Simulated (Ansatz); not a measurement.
**Point defect: Mg interstitial in Si**

The calculation used DFT LDA, scalar-relativistic, plane waves, PAW (Ansatz 0.2.0). Settings: 420 eV cutoff, 3×3×3 k-mesh, Gaussian smearing of 0.02 eV, collinear spin in charge +1 alone.

Host crystal, relaxed:

```xyz
2
Lattice="0.0000 2.7010 2.7010 2.7010 0.0000 2.7010 2.7010 2.7010 0.0000" Properties=species:S:1:pos:R:3 pbc="T T T"
Si    4.0515    4.0515    4.0515
Si    2.7010    2.7010    2.7010
```

Supercell of 32 atoms, rows in host cell vectors: 1 1 1; 1 1 -3; -3 1 1. Atoms relax at the host's cell from a start displaced at random by 0.06 Å near the defect, so other minima may exist. The cell is small, so energies carry finite-size errors of tenths of an eV. The host's Kohn–Sham gap is 0.44 eV.

Starting moments were lost in some runs.

Defect: Mg interstitial, charge +1.

Command:

```bash
ansatz run input.yaml --threads 4 --pin off --max-ram 8192MiB --backend cpu --events-out ev --progress --plain --runs-dir out
```

The input:

```yaml
crystal:
  lattice:
    - [5.4019422878, 5.4019422878, 5.4019422878]
    - [-5.4019422878, -5.4019422878, 5.4019422878]
    - [5.4019422878, -5.4019422878, -5.4019422878]
  atoms:
    - { symbol: Si, position: [0.7469905515, 0.2489145889, 0.747947852] }
    - { symbol: Si, position: [0.0004940993, 0.0017372571, 0.7360368499], spin: 0.091 }
    - { symbol: Si, position: [0.7506547547, 0.4991593983, 0.4992460236] }
    - { symbol: Si, position: [-0.0007183244, 0.2525320061, 0.5013314763] }
    - { symbol: Si, position: [0.2517224044, 0.0002288535, 0.5013955044] }
    - { symbol: Si, position: [0.2480432748, 0.7478230101, 0.7479412095] }
    - { symbol: Si, position: [0.498236226, 0.4991361449, 0.7515592489] }
    - { symbol: Si, position: [0.7387856931, 0.0020214593, 0.0061144543], spin: 0.091 }
    - { symbol: Si, position: [0.7469836884, 0.7478356852, 0.2490216405] }
    - { symbol: Si, position: [-0.0006905167, 0.5012771306, 0.252621768] }
    - { symbol: Si, position: [0.2641538832, 0.2651910206, 0.26667134], spin: 0.091 }
    - { symbol: Si, position: [0.5003735457, 0.0002034613, 0.2526369797] }
    - { symbol: Si, position: [0.4982298532, 0.7514752792, 0.4992119138] }
    - { symbol: Si, position: [-0.0061464629, 0.7301913597, -0.0038221935], spin: 0.091 }
    - { symbol: Si, position: [0.2517321229, 0.5012898593, 0.0003125882] }
    - { symbol: Si, position: [0.5003415303, 0.2525324177, 0.0002682876] }
    - { symbol: Si, position: [0.499359344, 0.2502391256, 0.7503163702] }
    - { symbol: Si, position: [0.7453021835, -0.0010075368, 0.7434095002], spin: 0.091 }
    - { symbol: Si, position: [0.5121812825, 0.5130452656, 0.5131254765] }
    - { symbol: Si, position: [0.7492952376, 0.2501951654, 0.5002905119] }
    - { symbol: Si, position: [-0.0006579797, 0.0002123186, 0.4874555597] }
    - { symbol: Si, position: [-0.0023634257, 0.7438827728, 0.7453050829], spin: 0.091 }
    - { symbol: Si, position: [0.2492963803, 0.5001611408, 0.7502654929] }
    - { symbol: Si, position: [0.4864988338, 0.0001936937, 0.0002835894] }
    - { symbol: Si, position: [0.4993631136, 0.7502385099, 0.2503175694] }
    - { symbol: Si, position: [0.7492961083, 0.5001633732, 0.2502689992] }
    - { symbol: Si, position: [0.0034404184, 0.2576395256, 0.257304148], spin: 0.091 }
    - { symbol: Si, position: [0.2483570026, 0.0027670668, 0.2541239151], spin: 0.091 }
    - { symbol: Si, position: [0.2492973816, 0.7501897415, 0.5002911827] }
    - { symbol: Si, position: [0.7414166381, 0.7479636581, 0.0020583642], spin: 0.091 }
    - { symbol: Si, position: [-0.0006341376, 0.4873698051, 0.0002819753] }
    - { symbol: Si, position: [0.2535219851, 0.2531284138, -0.0005621568], spin: 0.091 }
    - { symbol: Mg, position: [-0.0011930539, 0.0006328117, -0.0005335894], spin: 0.091 }
  host:
    lattice:
      - [0.0, 2.7009711439, 2.7009711439]
      - [2.7009711439, 0.0, 2.7009711439]
      - [2.7009711439, 2.7009711439, 0.0]
    atoms:
      - { symbol: Si, position: [0.75, 0.75, 0.75] }
      - { symbol: Si, position: [0.5, 0.5, 0.5] }
total_charge: 1
basis:
  ecutwfc: 420
  xc_grid: 2
kpoints:
  mp_grid: { grid: [3, 3, 3], shift: [0.0, 0.0, 0.0] }
hamiltonian:
  xc: lda
scf:
  occupations: { method: gaussian, width: 0.02 }
output:
  forces: true
  stress: false
  eigenvalues: true
  populations: true
  charged_corrections:
    defect_position: [0.0, 0.0, 0.0]
    epsilon: [[13.2637, 0.0, 0.0], [0.0, 13.2637, 0.0], [0.0, 0.0, 13.2637]]
  write_density: true
  write_potential: true
  elf: true
  volumetric_format: npy
magnetization:
  spin_polarized: true
relax:
  adjacent_minimum: "off"
  f_tol: 0.025
  max_steps: 45
```

From the output:

```
Warning: RAYON_NUM_THREADS=4 ignored (pool sized by the plan → 4); use --threads N
Crystal: 33 atoms, lattice volume = 630.536 Å³
Basis set: ecut = 420 eV, 12215 PW (Γ), exchange–correlation on 128×128×128 points (8 copies of the dense FFT grid, shifted against one another)
Bands: 103, of which v1, the nominal top of the filled ones, is band 69 counted from 1 (68 counted from 0)
Symmetry: 1 space group operations
Space group: P1 (ITA 1), of the structure as read, at distance tolerance 8.6e-5 Å
k-points: 14 of 27 (time reversal used)
relax step   1: F+E_penalty+E_count = -21383.65268779 eV  Δ(F+E_penalty+E_count) = +0.000e0 eV  max|allowed force component| = 6.476e-1 eV/Å  Δτ_max = 0.0000 Å
relax step   2: F+E_penalty+E_count = -21383.72088840 eV  Δ(F+E_penalty+E_count) = -6.820e-2 eV  max|allowed force component| = 1.778e-1 eV/Å  Δτ_max = 0.0418 Å
relax step   3: F+E_penalty+E_count = -21383.72802944 eV  Δ(F+E_penalty+E_count) = -7.141e-3 eV  max|allowed force component| = 7.209e-3 eV/Å  Δτ_max = 0.0170 Å
relax step   4: F+E_penalty+E_count = -21383.72802950 eV  Δ(F+E_penalty+E_count) = -6.790e-8 eV  max|allowed force component| = 7.277e-3 eV/Å  Δτ_max = 0.0000 Å
SCF converged after 3 iterations
Free energy (F): -21383.728030 eV
E sigma→0 (E₀):  -21383.726736 eV
Fermi energy:    7.111150 eV
```

The relaxation gained 0.08 eV in 4 steps. The run took 5.3 min on 4 threads of Intel(R) Xeon(R) Processor @ 2.70GHz (shared host), peak memory 2.4 GiB.